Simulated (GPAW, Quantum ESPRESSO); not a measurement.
Given: the input of a run of Quantum ESPRESSO 7.5 on Cd2S. Atoms were shifted at random by some hundredths of an Å from the given cell, which wasn't relaxed again for these runs. The cell comes from a database or a generator and needn't be the stable form of this composition.

pw.in

```
&CONTROL
  calculation = 'scf'
  prefix = 'pwscf'
  outdir = './tmp'
  pseudo_dir = './pseudo'
  tprnfor = .true.
  tstress = .true.
  disk_io = 'nowf'
/
&SYSTEM
  ibrav = 0
  nat = 3
  ntyp = 2
  ecutwfc = 60
  ecutrho = 480
  nbnd = 22
  occupations = 'smearing'
  smearing = 'fd'
  degauss = 0.00367493
/
&ELECTRONS
  conv_thr = 6d-10
  electron_maxstep = 120
  mixing_beta = 0.5
/
ATOMIC_SPECIES
Cd   112.4140 Cd.pbe-dn-rrkjus_psl.0.3.1.UPF
S     32.0600 s_pbe_v1.4.uspp.F.UPF
CELL_PARAMETERS angstrom
   3.9626700490    0.0000000000    0.0000000000
  -1.9813350245    3.4317729293    0.0000000000
   0.0000000000    0.0000000000    5.8091920000
ATOMIC_POSITIONS crystal
Cd     0.3259980000    0.6588130000    0.9341010000
Cd     0.6845870000    0.3509070000    0.5721140000
S      0.3188960000    0.6570270000    0.3586720000
K_POINTS automatic
8 8 5 0 0 0
```

Potentials or basis: SSSP 1.3 efficiency PBE.

Command:

```console
$ OMP_NUM_THREADS=1 pw.x -in pw.in > pw.out
```

What does the same run look like in GPAW 26.7.0 (ASE script)? Potentials or basis there: GPAW PAW data sets (gpaw-data 1.2.1), cutoff 600 eV.

As run (cutoffs and basis follow the program's own potentials, and thresholds, step limits or extra output files can differ):

run.py

```python
from ase.dft.bandgap import bandgap
from ase.io import read, write
from ase.units import GPa
from gpaw import GPAW, PW

atoms = read('Cd2S.xyz')

calc = GPAW(mode=PW(600),
            xc='PBE',
            kpts={'size': (8, 8, 5), 'gamma': True},
            occupations={'name': 'fermi-dirac', 'width': 0.05},
            nbands=26,
            convergence={'density': 1e-05, 'energy': 1e-05},
            maxiter=150,
            txt='gpaw.txt')
atoms.calc = calc
energy = atoms.get_potential_energy()
forces = atoms.get_forces()
stress = atoms.get_stress()
calc.write('gs.gpw')
write('result.traj', atoms)
print(f'Energy: {energy:.6f} eV')
print('Forces (eV/A):')
print(forces.round(4))
print('Stress (GPa):', (stress / GPa).round(3))
print('Fermi level:', round(calc.get_fermi_level(), 4), 'eV')
print(f'Gap: {bandgap(calc)[0]:.4f} eV, direct: {bandgap(calc, direct=True)[0]:.4f} eV')
```

The input Cd2S.xyz:

```xyz
3
Lattice="3.9626700490 0.0000000000 0.0000000000 -1.9813350245 3.4317729293 0.0000000000 0.0000000000 0.0000000000 5.8091920000" Properties=species:S:1:pos:R:3 pbc="T T T"
Cd    -0.0135067609      2.2608966189      5.4263720564
Cd     2.0175280714      1.2042331433      3.3235200719
S     -0.0381109792      2.2547674724      2.0835945130
```

Potentials or basis: GPAW PAW data sets (gpaw-data 1.2.1), pw.

Command:

```bash
$ OMP_NUM_THREADS=1 python run.py
```

Both were run:

|  | Quantum ESPRESSO | GPAW |
| --- | --- | --- |
| Pressure | 0.3 GPa | 0.0 GPa |
| Largest force | 0.508 eV/Å | 0.499 eV/Å |

Pressure is positive in compression.
